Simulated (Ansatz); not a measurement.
InP (zinc blende), relaxed with r²SCAN (Ansatz, a first-principles code, plane waves, PAW): a = b = c = 5.9072 Å, α = β = γ = 90.00°.

- gap (eV) = 1.02
- B₀ by P(V) fit (GPa) = 68.2

Q: The same phase is relaxed and computed with HSE06 in the same code. What are the cell and these values now?

A: a = b = c = 5.9023 Å, α = β = γ = 90.00°.

- gap (eV): 1.37
- B₀ by P(V) fit (GPa): 69.4

All cells were relaxed under the symmetry of their starts (and spin orders); stability against distortions was not tested throughout. Scalar-relativistic: spin–orbit coupling is off unless named, which matters more the heavier the elements.

Potentials: the earlier of the program's two PAW sets.

Ansatz is a plane-wave DFT program.
